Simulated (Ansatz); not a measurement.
The relaxed structure here is a generated cell of BiB: the first start was made by placing the elements on the sites of a structure type, and the end was not matched to a known phase here, so it may be hypothetical.

Relaxation of a generated trial cell of BiB in the beta-GaS structure type; 8 atoms in the cell, which starts as P6₃/mmc (No. 194), hP8; a = 3.5718 Å, b = 3.5718 Å, c = 15.4262 Å, α = 90.00°, β = 90.00°, γ = 120.00°. Level of theory: r2SCAN (plane waves to 500 eV, PAW, scalar-relativistic; Ansatz, a quantum-chemistry and plane-wave program). Γ-centred k-mesh 8×8×2 on the run's cell (coarser than for final values), Fermi–Dirac smearing 0.05 eV. This is the first round of the run. 

The optimiser's lines from the output (shortened; P is positive under compression):

```
relax step   1: F+E_penalty+E_count = -50260.13135547 eV  Δ(F+E_penalty+E_count) = +0.000e0 eV  max|allowed force component| = 1.905e0 eV/Å  Δτ_max = 0.0000 Å  P = +3.800 GPa  Ω = 170.433 Å³  (8 SCF iters, dr2 threshold 1.00e-7 eV, accepted)
relax step   2: F+E_penalty+E_count = -50263.29273094 eV  Δ(F+E_penalty+E_count) = -3.161e0 eV  max|allowed force component| = 2.697e0 eV/Å  Δτ_max = 0.1945 Å  P = -2.499 GPa  Ω = 175.859 Å³  (9 SCF iters, dr2 threshold 8.00e-7 eV, accepted)
relax step   3: F+E_penalty+E_count = -50264.54546068 eV  Δ(F+E_penalty+E_count) = -1.253e0 eV  max|allowed force component| = 1.352e0 eV/Å  Δτ_max = 0.1633 Å  P = +0.970 GPa  Ω = 173.447 Å³  (8 SCF iters, dr2 threshold 8.00e-7 eV, accepted)
relax step   4: F+E_penalty+E_count = -50264.68791605 eV  Δ(F+E_penalty+E_count) = -1.425e-1 eV  max|allowed force component| = 2.958e-1 eV/Å  Δτ_max = 0.0727 Å  P = -1.439 GPa  Ω = 172.991 Å³  (8 SCF iters, dr2 threshold 8.00e-7 eV, accepted)
relax step   5: F+E_penalty+E_count = -50264.71795507 eV  Δ(F+E_penalty+E_count) = -3.004e-2 eV  max|allowed force component| = 7.526e-2 eV/Å  Δτ_max = 0.0152 Å  P = -0.147 GPa  Ω = 169.228 Å³  (6 SCF iters, dr2 threshold 8.00e-7 eV, accepted)
relax step   6: F+E_penalty+E_count = -50264.72228036 eV  Δ(F+E_penalty+E_count) = -4.325e-3 eV  max|allowed force component| = 1.412e-2 eV/Å  Δτ_max = 0.0173 Å  P = -0.262 GPa  Ω = 168.601 Å³  (7 SCF iters, dr2 threshold 3.73e-7 eV, accepted)
relax step   7: F+E_penalty+E_count = -50264.72329830 eV  Δ(F+E_penalty+E_count) = -1.018e-3 eV  max|allowed force component| = 8.576e-3 eV/Å  Δτ_max = 0.0041 Å  P = -0.004 GPa  Ω = 167.803 Å³  (5 SCF iters, dr2 threshold 2.98e-7 eV, accepted)
relax step   8: F+E_penalty+E_count = -50264.72331948 eV  Δ(F+E_penalty+E_count) = -2.118e-5 eV  max|allowed force component| = 1.917e-4 eV/Å  Δτ_max = 0.0005 Å  P = -0.001 GPa  Ω = 167.767 Å³  (5 SCF iters, dr2 threshold 4.90e-9 eV, accepted)
relax step   9: F+E_penalty+E_count = -50264.72513123 eV  Δ(F+E_penalty+E_count) = -1.812e-3 eV  max|allowed force component| = 4.369e-4 eV/Å  Δτ_max = 0.0000 Å  P = +0.006 GPa  Ω = 167.767 Å³  stress off target by 1.58e-2 GPa  SCF on the basis re-selected at this cell (its energy is not comparable with the rows above)  (7 SCF iters)
```

From the first to the last row the energy changes by -0.57 eV/atom and the volume by -1.6 %. The last row is marked as not comparable with the walk above it, whose basis was carried along; it does compare with step 1, since both stand on a basis selected at the nominal cutoff for their own cell.

Later rounds, restarted from the end of this one on a renewed k-mesh, logged 5 more steps. The final structure after all rounds: P6₃/mmc (No. 194), hP8; a = b = 3.771 Å, c = 13.579 Å, α = β = 90.00°, γ = 120.00°. Between re-selections the logged energies stand on a plane-wave basis carried along with the cell. No spin polarisation in the result.

The run could not lower the symmetry of its start; a shaken copy of this end point relaxes with r2SCAN to P6₃/mmc (No. 194), 0.05 eV/atom lower.
